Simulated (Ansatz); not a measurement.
Data:

CaPb$_{3}$ (Cu3Au type, Pm-3m), a = 4.917 Å, b = 4.917 Å, c = 4.917 Å, α = 90.00°, β = 90.00°, γ = 90.00°.

This is the r²SCAN-relaxed structure.

Question: All from r²SCAN in the plane-wave PAW code Ansatz, unless another level is named. Give the formation energy from the elements (no fitted shifts).

Answer: -0.40 eV/atom.

Question: Give the density of states at the Fermi level.

Answer: 0.13 states/eV per atom (mean over ±0.08 eV).

The workflow started from a Materials Project entry (that database holds measured and hypothetical structures alike); the Crystallography Open Database files this formula in space group No. 221, but the cells were not matched. Its standing as an ambient phase is unchecked. The r²SCAN relaxation kept the symmetry of its start; its stability against distortions is not shown here. The references are the lowest solids computed at this level, not always the standard phases. Scalar-relativistic: spin–orbit coupling is off unless named, which matters more the heavier the elements.

Potentials: the later of the program's two PAW sets.
